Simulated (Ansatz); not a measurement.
# PbF2: clamped-ion strain scan

These are results of DFT r2SCAN, scalar-relativistic, plane waves, PAW in Ansatz 0.2.0, not measurements. The runs took a 500 eV cutoff, a Γ-centred 8×8×8 mesh and Gaussian smearing (0.05 eV). Spin–orbit coupling is left out, which matters for the heavy elements here. No spin polarisation. Energies are free energies at this smearing, counted from the undisturbed cell; pressure is positive in compression.

Zero of the scan (as given, not relaxed at this level; it stands at -0.7 GPa, and it needn't be the usual structure):

```xyz
3
Lattice="0.0000 2.9699 2.9699 2.9699 0.0000 2.9699 2.9699 2.9699 0.0000" Properties=species:S:1:pos:R:3 pbc="T T T"
Pb    0.0000    0.0000    0.0000
F     1.4849    1.4849    1.4849
F     4.4548    4.4548    4.4548
```

The cell is strained by ε times the Voigt pattern (0, 0, 0, 1, 0, 0) (xx, yy, zz, yz, xz, xy; engineering shear) with fractional coordinates fixed.

```
      ε  ΔE (meV/atom)
-0.0600            6.3
-0.0300            1.6
 0.0000            0.0
 0.0075            0.1
 0.0150            0.4
 0.0225            0.9
 0.0375            2.4
 0.0450            3.5
 0.0525            4.8
```

**Question.** Predict the gap on the mesh (eV) at each point.

**Answer.**
```csv
ε,gap on the mesh (eV)
-0.0600,4.90
-0.0300,4.93
0.0000,4.93
0.0075,4.93
0.0150,4.93
0.0225,4.93
0.0375,4.92
0.0450,4.92
0.0525,4.91
```